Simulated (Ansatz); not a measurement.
AlP (zinc blende, space group No. 216) at seven volumes, DFT-PBEsol in the program Ansatz with PAW potentials, scaled uniformly. One row is withheld.

```csv
V (Å³/atom),P (GPa)
18.622,?
19.236,6.11
19.850,2.82
20.463,0.00
21.077,-2.42
21.691,-4.49
22.305,-6.26
```

Fit the shown pressures and predict the withheld one.

P = (3/2)B₀(x^(7/2) − x^(5/2))[1 + (3/4)(B′ − 4)(x − 1)] with x = (V₀/V)^(2/3). Least squares on the six rows gives V₀ = 20.463 Å³/atom, B₀ = 86.9 GPa, B′ = 4.16. At V = 18.622, x = 1.0649 and P = 9.97 GPa. The run itself gave 9.94 GPa.

Space group F-43m (zinc blende). The PBEsol relaxation kept the symmetry of its start.

Potentials: the later of the program's two PAW sets.
